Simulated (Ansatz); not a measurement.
Zone-centre phonons of InF at 10.1 GPa: input and output

Level of theory: Ansatz, DFT LDA, scalar-relativistic, plane waves, PAW.

Launched with:
```bash
ansatz run input.yaml --threads 1 --pin off --max-ram 1228MiB --backend cpu --events-out ev --progress --plain --runs-dir out
```

Input (bare energies are in eV):
```yaml
crystal:
  lattice:
    - [3.084, 0.0, 0.0]
    - [0.0, 3.084, 0.0]
    - [0.0, 0.0, 3.084]
  atoms:
    - { symbol: In, position: [0.0, 0.0, 0.0] }
    - { symbol: F, position: [0.5, 0.5, 0.5] }
basis:
  ecutwfc: 420
kpoints:
  mp_grid: { grid: [14, 14, 14] }
hamiltonian:
  xc: lda
scf:
  occupations: { method: fermi_dirac, width: 0.15 }
output:
  eigenvalues: true
phonons:
  method: dfpt
  eigenvectors: true
```

The end of the output:
```
--- Phonons (Γ-DFPT): 2 representative perturbations + reference, on 288 of 2744 k-points (Σ response iterations 7) ---
  k mesh reduced under 8 symmetry operations, with k and −k counted as one. Each operation leaves every solved perturbation unchanged. A smaller set is not used because it would not reduce the number of displacements ...
  ASR residual: 4.051e-5 → 0.000e0 eV/Å²; symmetrization residual: 1.257e-6 eV/Å²
  ASR residual per site (eV/Å²): 1.08e-5 4.05e-5
  Γ frequencies (cm⁻¹): -78.93 -78.93 -78.93 0.00 0.00 0.00
  non-analytic LO–TO correction: not included (Born effective charges unavailable; polar crystals: no LO–TO splitting at Γ)
```

Its imaginary modes show that this cell, the ideal cubic caesium chloride prototype, isn't a minimum of the energy. In a metal, frequencies and elastic constants depend on the k mesh and the smearing, soft modes and shear constants most. A semilocal functional can close a gap that the real compound has.

Negative frequencies stand for imaginary ones: the cell is unstable against these modes.